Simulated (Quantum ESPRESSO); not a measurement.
# Planted mistakes on one cell of MgGa3O5F

The results below are calculated, not measured. They come from pw.x of Quantum ESPRESSO 7.5, a plane-wave density functional program, with PseudoDojo standard norm-conserving files (v0.5 for PBE, v0.4.1 for LDA and PBEsol). The cells are made up: elements, strain and atom displacements were drawn at random, and nothing was relaxed. There is no spin polarisation, spin-orbit coupling or dispersion term.

The cell has 10 sites of a corundum lattice. Sites 1 to 4 hold Mg Ga Ga Ga; sites 5 to 10 hold O O O O O F. Cell vectors in Å: (2.495, 1.440, 4.480); (-2.495, 1.440, 4.480); (0.000, -2.881, 4.480). Settings: PBE, cutoff 1143 eV, 5 x 5 x 5 k mesh shifted by half a step, Fermi-Dirac smearing of 0.025 eV.

The intended run has a self-consistency threshold of 1e-07 eV, a smearing term of 0.000 eV, a pressure of 11.69 GPa and 13 iterations. Each further run changes one thing: all lengths scaled by 1.0112; atoms of sites 1 and 2 exchanged; cutoff 684 eV; files of LDA; k mesh 1 x 1 x 1; one electron removed; smearing 0.87 eV; threshold 1.0 eV. A coarse mesh keeps the shift, and a charged cell sits in a uniform background.

```
run  change of free energy (eV)  smearing term -TS (eV)  change of P (GPa)  largest change of a force component (eV/Å)  iterations
  A                       0.346                   0.000              -5.39                                       3.200           3
  B                      25.024                   0.000            -260.34                                       0.307          12
  C                      -1.353                   0.000              -3.10                                       0.385          12
  D                      -0.449                  -1.858               4.03                                       0.254          12
  E                      -9.148                  -0.022             -25.11                                       0.545          15
  F                      16.555                   0.000             -14.10                                       0.176          12
  G                      -0.168                   0.000              -6.89                                       0.148          13
  H                      -0.051                   0.000               0.28                                       1.817          13
```

A rerun of the intended cell at 1437 eV and k mesh 7 x 7 x 7 moved values by no more than 0.004 eV in the cell's energy, 0.03 GPa in stress and 0.003 eV/Å in force.

Question: which change belongs to which run?

## Worked reading

Run A has the fewest iterations, as a run stopped early does. Run D has the largest smearing term, as wide smearing gives. Run B has a higher energy and the largest fall in pressure, as too small a basis gives. Run G changes the volume by a factor of 1.0340; minus its pressure change over the logarithm of that factor, 206 GPa, is a rough bulk modulus with clamped atoms. Energies from files of another functional, or of a charged cell, have another zero and say nothing on stability; the pressure of a charged cell rests on the program's zero of potential too.

## Key

```
run                            change
  A                  threshold 1.0 eV
  B                     cutoff 684 eV
  C                  k mesh 1 x 1 x 1
  D                  smearing 0.87 eV
  E              one electron removed
  F                      files of LDA
  G      all lengths scaled by 1.0112
  H  atoms of sites 1 and 2 exchanged
```